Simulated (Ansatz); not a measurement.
What a change of settings does: MgW

First run: DFT, PBE, all-electron LAPW, non-relativistic (Ansatz 0.2.0).

Command: `ansatz run input.yaml --threads 2 --pin off --max-ram 6144MiB --backend cpu --events-out ev --progress --plain --runs-dir out` It took 75 s on 2 threads of Intel(R) Xeon(R) 6975P-C (Granite Rapids), on a shared host, peak memory 1.5 GiB.

```yaml
crystal:
  lattice:
    - [4.7439411802, 0.0, 0.0147488451]
    - [0.0, 3.3756381698, 0.0]
    - [-0.0132192286, 0.0, 4.2749712719]
  atoms:
    - { symbol: Mg, position: [0.5, 0.2500028129, 0.75] }
    - { symbol: Mg, position: [0.5, 0.7499971871, 0.25] }
    - { symbol: W, position: [0.0, 0.7499905736, 0.75] }
    - { symbol: W, position: [0.0, 0.2500094264, 0.25] }
kpoints:
  mp_grid: { grid: [8, 7, 8] }
  band_path:
    path:
      - [0.0, 0.0, 0.0]
      - [-1.85847e-05, 0.0, -1.0]
      - [-1.85847e-05, -0.1882465786, -1.0]
      - [0.0, -0.8117534214, 0.0]
      - [0.0, 0.0, 0.0]
      - [0.4999999999, 0.0, 0.0]
      - [0.4999999999, -0.8117534214, 0.0]
      - [0.4999814152, -0.1882465786, -1.0]
      - [0.4999814152, 0.0, -1.0]
    npoints: 8
scf:
  occupations: { method: fermi_dirac, width: 0.05 }
hamiltonian:
  xc: pbe
  pseudopotentials:
    kind: all_electron
    lapw: { basis_error: 0.0005 }
    relativity: none
output:
  forces: true
  stress: true
  eigenvalues: true
  populations: true
```

The cell comes from a relaxation on PAW files under the same functional, begun from a database entry that needn't be the ground state.

This run: no relativity.

It converges in 10 SCF iterations at a pressure of 6.06 GPa.

The input is then changed:

```diff
   occupations: { method: fermi_dirac, width: 0.05 }
+  lower_state_search: light
 hamiltonian:
     relativity: none
+  dispersion: d3bjatm
+  hubbard: { sites: [{ species: W, l: d, u_eff: 1.0 }], double_counting: fll }
 output:
```

**Question.** What does the second run give?

**Answer.** It converges in 11 SCF iterations at a pressure of 1.88 GPa. More than one line changes, and not each need have an effect.
